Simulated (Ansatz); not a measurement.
Below is a relaxed structure of Ba₂Hf₂O. The cell was found from a structure generator's guess, not taken from experiment.

Method: Ansatz, DFT PBE, scalar-relativistic, plane waves, PAW. Cutoff 420 eV, Γ-centred mesh, Gaussian smearing, no spin polarisation.

```yaml
crystal:
  lattice:
    - [3.52846, 0.00000, 0.00000]
    - [-1.76423, 3.05573, 0.00000]
    - [0.00000, 0.00000, 12.46705]
  atoms:
    - { symbol: Ba, position: [0.00000, 0.00000, 0.15806] }
    - { symbol: Ba, position: [0.00000, 0.00000, 0.84194] }
    - { symbol: Hf, position: [0.33333, 0.66667, 0.58956] }
    - { symbol: Hf, position: [0.66667, 0.33333, 0.41044] }
    - { symbol: O, position: [0.00000, 0.00000, 0.50000] }
```

Energies over the elements count from the elements' standard structures at the same level (O₂ as a molecule), with no fitted energy shifts.

Question: Find its symmetry and describe it.

Answer: P-3m1 (No. 164). Conventional cell: a = 3.528 Å, c = 12.467 Å. Ba is surrounded by 6 Ba at 3.53 Å, 3 Hf at 3.75 Å, 1 Ba at 3.94 Å and 1 O at 4.26 Å; Hf is surrounded by 3 O at 2.32 Å, 3 Hf at 3.02 Å, 6 Hf at 3.53 Å and 3 Ba at 3.75 Å; O has 6 Hf at 2.32 Å, 6 O at 3.53 Å, 6 Hf at 4.22 Å and 2 Ba at 4.26 Å.

Question: How far does it lie from the elements in energy?

Answer: −0.45 eV/atom.

Question: Is it a metal?

Answer: Yes, bands cross the Fermi level on the 12×12×4 mesh.

The last run used a 12×12×4 mesh (in the run's order of axes) for its 5-atom cell and Gaussian smearing of 0.10 eV. These runs have no spin–orbit coupling, which can matter for Hf. The cell is a metal run without spin; a magnetic state may lie lower. Symmetry constrained the relaxation, so the result can be a saddle point. Another cell of Ba2Hf2O relaxed alike, in P-3m1, lies 116 meV/atom lower, so this cell isn't the stable form at this level.
